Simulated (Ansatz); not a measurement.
Data:

B:
Space group R-3m, hexagonal axes (No. 166); a = b = 4.8762 Å, c = 12.4988 Å, α = β = 90.00°, γ = 120.00°

```
atom  site  symmetry       x       y       z
----  ----  --------  ------  ------  ------
B      18h        .m  0.2379  0.1189  0.1083
B      18h        .m  0.1973  0.3945  0.0243
```
(The calculation used a cell of 12 atoms; values per cell refer to that cell.)

This is the PBEsol-relaxed structure.

All from PBEsol (plane waves, PAW; program Ansatz), unless another level is named. Estimate the smallest direct gap on the standard path.

1.68 eV.

And the hole effective mass?

0.19, 0.19, 2.1 mₑ (principal values).

Predict the electron effective mass.

1.1, 1.1, 5.1 mₑ (principal values).

Give the conduction-band minimum.

on the Γ–T line, 10 % of the way from Γ (2 equivalent valleys).

And the valence-band maximum?

at T.

The cell was relaxed with PBEsol under the symmetry of its start.

Potentials: the earlier of the program's two PAW sets. The files were generated under PBE; for other functionals the program regenerates the frozen cores, and for LDA and PBEsol the local potential too.
